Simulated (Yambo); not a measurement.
A G0W0@PBE run in Yambo for a free-standing SnO monolayer (symmetry P4/nmm, slab cell 15.3 Å high) under biaxial strain of +3 % in the plane (4×4×1 Γ-centred k mesh, bands 9 to 157 and a 8 Ry block in the screening, 157 bands in G with the Bruneval-Gonze terminator, plasmon pole fitted at 27.2 eV, slab-truncated Coulomb interaction, stochastic integration of W near q = 0) gives these matrix elements, in eV, at the band edges ((0, 0.25) → Γ):

| state | E0 | <Vxc> | <Σx> | <Σc(E0)> | Z |
|---|---|---|---|---|---|
| valence edge | 0.000 | -15.350 | -18.339 | 1.811 | 0.788 |
| conduction edge | 2.743 | -10.259 | -6.127 | -2.815 | 0.839 |

**Question.** Solve the linearised quasiparticle equation for both states, give the gap, and say how exchange and correlation each act on it.

**Answer.** E = E0 + Z(Σx + Σc − Vxc). Valence: 0.000 + 0.788 × (-18.339 + (1.811) − (-15.350)) = -0.93 eV. Conduction: 2.743 + 0.839 × (-6.127 + (-2.815) − (-10.259)) = 3.85 eV. The gap is 4.78 eV, against 2.74 eV in PBE. Replacing Vxc by bare exchange alone would open it by 7.12 eV; correlation takes back 4.63 eV of that, and Z scales what is left. Convergence of the G0W0 settings was not tested. Spin-orbit splittings are left out.

Geometry strained from the cell relaxed with PBEsol, atoms relaxed again; primitive cell a = 3.8985 Å, b = 3.8985 Å, c = 15.3000 Å, α = 90.00°, β = 90.00°, γ = 90.00°.

This is a model layer cut from the bulk structure; whether it is stable on its own was not checked.

The potentials are those of PseudoDojo's stringent table.
